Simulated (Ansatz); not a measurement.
**Relaxing a structure of WC**

The start is a relaxed WC cell deformed by the Cartesian strain tensor (xx, yy, zz, yz, xz, xy) = (0.017, 0.187, 0.091, 0.108, 0.107, -0.003). A full variable-cell relaxation at zero pressure is run with PBE (plane waves to 420 eV, PAW, scalar-relativistic; Ansatz, an electronic-structure program). The first steps use a coarse 9×8×8 k-mesh.

Initial structure:
```
CELL_PARAMETERS angstrom
      2.97152    -0.01023     0.31264
     -1.49462     3.00869     0.11696
      0.30464     0.30749     3.10618
ATOMIC_POSITIONS crystal
  W  0.00000 0.00000 0.00000
  C  0.66667 0.33333 0.50000
```

What pressure does the first self-consistent step give?

-39 GPa (negative: the cell is under tension).

What is the largest force in the starting geometry, and on which atom (counted from 1)?

About 1.3 eV/Å, on W1, C2 (atoms numbered as listed).

Is the relaxed structure metallic? Give its gap.

Zero (metallic).

Final values are on a 18×18×16 k-mesh of the relaxed cell. No spin polarisation in the result.
